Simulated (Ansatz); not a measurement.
**Zr: computed DOS**

```
Zr
1.0
     3.23200    0.00000    0.00000
    -1.61600    2.79899    0.00000
     0.00000    0.00000    5.14700
Zr
2
Direct
  0.33333 0.66667 0.25000
  0.66667 0.33333 0.75000
```

The cell comes from COD entry 9008523, which wasn't checked; take it as a given geometry.

Level of theory: DFT, PBEsol, all-electron LAPW, scalar-relativistic in Ansatz 0.2.0.

Numerical set-up: a Γ-centred 13×13×7 k mesh, Fermi–Dirac smearing of 0.08 eV, basis error target 1 meV/atom, no spin polarisation.

Task: Which of the resolved shells contributes most within 0.3 eV of the Fermi level?

Result: Zr 4d, with 90 % of all states there; Zr 5s follows with 5 %.

Task: Where is the centre of the filled Zr 4d states between -14 eV and the top of the filled states?

Result: -1.47 eV from the Fermi level.

Task: Tabulate the density of states.

Result: States per eV and cell, averaged over 0.6 eV, from -5.8 to 0.0 eV, with energies (bin centres) from the Fermi level; empty bins are left out. The partial columns, the largest 3 alone, are projections on Löwdin-orthogonalised atomic shells (those that the program's projection atoms carry: the occupied ones and, for some elements, an empty d or f shell; other empty shells have no column), summed over atoms of an element. Weights on diffuse s and p shells depend on that basis and aren't pure angular character.
```csv
E (eV),total,Zr 4d,Zr 5s,Zr 4p
-5.6,0.03,0.00,0.03,0.00
-5.0,0.16,0.00,0.14,0.00
-4.4,0.27,0.02,0.24,0.01
-3.8,0.41,0.06,0.32,0.01
-3.2,1.04,0.48,0.52,0.02
-2.6,2.12,1.52,0.55,0.03
-2.0,2.58,2.22,0.30,0.03
-1.4,2.12,1.92,0.14,0.03
-0.8,3.43,3.09,0.19,0.05
-0.2,1.35,1.20,0.07,0.01
```
